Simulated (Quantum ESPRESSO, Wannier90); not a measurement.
ZnCdS₂ (P-4m2), plane waves to Wannier functions

Structure: Materials Project mp-971712, symmetrised, not relaxed again. Not found in the COD (Crystallography Open Database) copy used; not checked further. Level: PBEsol, spinors with spin-orbit coupling; pw.x of Quantum ESPRESSO at 82 Ry with PseudoDojo potentials, 4×4×4 k-points, Wannier90. Density: 8×8×6 mesh, cold smearing 0.01 Ry.

```
begin unit_cell_cart
ang
    3.9543500000    0.0000000000    0.0000000000
    0.0000000000    3.9543500000    0.0000000000
    0.0000000000    0.0000000000    5.7191200000
end unit_cell_cart
mp_grid = 4 4 4
```

Neighbour vectors b of the finite-difference formula (Å⁻¹), by shell:

```csv
shell,b_x,b_y,b_z
1,0.00000,0.00000,0.27466
1,0.00000,0.00000,-0.27466
2,0.00000,0.39723,0.00000
2,0.39723,0.00000,0.00000
2,0.00000,-0.39723,0.00000
2,-0.39723,0.00000,0.00000
```

**Question.** Find the weights w_b from the completeness condition Σ_b w_b b_α b_β = δ_αβ.

**Answer.** Shell 1: Σ b_x² = 0.000, Σ b_y² = 0.000, Σ b_z² = 0.151 Å⁻²
Shell 2: Σ b_x² = 0.316, Σ b_y² = 0.316, Σ b_z² = 0.000 Å⁻²
Each of the three diagonal sums, weighted, has to give 1 and the off-diagonal ones 0, which holds for w_1 = 6.63 Å², w_2 = 3.17 Å². Check on xx: 6.63×0.000 + 3.17×0.316 = 1.00.

On this mesh the 12 functions of bands 41-52 (bands 41-52; start: atomic waves S 3p, conv_tol = 1.0e-6) end with spreads 2.8234, 2.9767, 2.9767, 2.8234, 2.6712, 2.6712, 2.8234, 2.9767, 2.9767, 2.8234, 2.6712, 2.6712 Å², Ω_I = 32.7920 Å² and Ω_D = 0.0278 Å².

Ω_total is the sum of the spreads, 33.885 Å². Ω_OD = Ω_total − Ω_I − Ω_D = 1.065 Å². Only (Ω_D + Ω_OD)/Ω_total = 3.2 % depends on the gauge, and another start could lower the total by that share at most. The rms radius is √(Ω_total/12) = 1.68 Å.
